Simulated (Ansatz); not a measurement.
GaN:
```cif
data_GaN
_chemical_formula_sum 'N1 Ga1'
_space_group_name_H-M_alt 'P 1'
_space_group_IT_number 1
_cell_length_a 2.98179
_cell_length_b 2.98179
_cell_length_c 2.98179
_cell_angle_alpha 60.000
_cell_angle_beta 60.000
_cell_angle_gamma 60.000
loop_
_space_group_symop_operation_xyz
  'x, y, z'
loop_
_atom_site_label
_atom_site_type_symbol
_atom_site_fract_x
_atom_site_fract_y
_atom_site_fract_z
_atom_site_occupancy
N1 N 0.00000 0.00000 0.00000 1
Ga1 Ga 0.50000 0.50000 0.50000 1
```

Relaxed with r²SCAN.

Question: Give the optical modes at the zone centre with their infrared and Raman activity from DFPT, r²SCAN (plane waves, PAW; program Ansatz).

Answer: Transverse frequencies, without the LO–TO term; a row sums one degenerate level.

```json
[
 {"ω (cm⁻¹)": "251", "degeneracy": "3", "IR ((D/Å)²/amu)": "75.03", "Raman (Å⁴/amu)": "0", "activity": "IR", "symmetry": "T1u"}
]
```

Question: How high does the top mode go among those that the LO–TO term moves?

Answer: 673 cm⁻¹ for q along x.

Space group Fm-3m (rock salt). This is a known high-pressure phase of the composition, computed here at zero pressure and temperature. The cell was relaxed with r²SCAN under the symmetry of its start; phonons on a q-mesh show no instability.

Potentials: the later of the program's two PAW sets.
